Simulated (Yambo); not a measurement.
Yambo run on NaOH (space group P2_1/m, No. 11). The wavefunctions are PBEsol (pw.x of Quantum ESPRESSO, ONCV potentials, without SOC) ones on a 4×4×2 mesh (16 occupied bands); a = 3.3674 Å, b = 3.4408 Å, c = 5.3010 Å, α = γ = 90.00°, β = 102.92°.

Yambo input:

```
rim_cut
gw0
dyson
el_el_corr
HF_and_locXC
ppa
em1d
RandQpts= 1000000
RandGvec= 1 Ry
EXXRLvcs= 88 Ry
VXCRLvcs= 352 Ry
Chimod= "HARTREE"
% BndsRnXp
 3 | 117 |
%
NGsBlkXp= 8 Ry
% LongDrXp
 1.0 | 1.0 | 1.0 |
%
PPAPntXp= 27.2114 eV
% GbndRnge
 1 | 76 |
%
GTermKind= "none"
DysSolver= "n"
ExtendOut
% QPkrange
 1 | 1 | 16 | 17 |
%
```

k points by index: 1 = Γ.

Table of the .qp output:

```
#    K-point    Band    Eo [eV]    E [eV]    E-Eo [eV]    Vxc [eV]    Vnlxc [eV]    Sc|Eo [eV]    Sc|E [eV]    dSc/dw|Eo [eV]    Re(Z)    Im(Z)
#
    1    16    0.000000    -1.361027    -1.361027    -19.23422    -25.13068    4.196590    4.535433    -6.773898    0.800679    -0.001287
    1    17    3.304856    4.600828    1.295972    -10.20793    -5.976318    -2.743229    -2.935636    -4.039707    0.870733    -0.834721E-3
```
(The two width columns are left out.) Convergence of these settings isn't established.

Geometry relaxed with PBE+D3(BJ).
